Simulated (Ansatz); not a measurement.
Ba (bcc (W type)), relaxed and computed with several functionals in Ansatz (plane waves, PAW). Much of their spread follows the volume that each gives.

```
functional  V (Å³/atom)  K_Hill (GPa)
----------  -----------  ------------
r²SCAN            65.20           8.3
PBEsol            57.99             ?
PBE               63.25           8.7
PBE+D3(BJ)        59.50           9.0
```

Q: Fit a straight line to ln K against ln V and predict the withheld value.

A: Least squares on the 3 shown rows: ln K = -0.84 × ln V + (5.634), with a scatter of 1 %. For PBEsol this gives 9.2. The run itself gave 9.2, within the scatter.

All cells were relaxed under the symmetry of their starts (and spin orders); stability against distortions was not tested throughout. Spin–orbit coupling is left out wherever it is not named.

Potentials: the later of the program's two PAW sets.

Ansatz (a quantum-chemistry and plane-wave program) is a plane-wave DFT program.
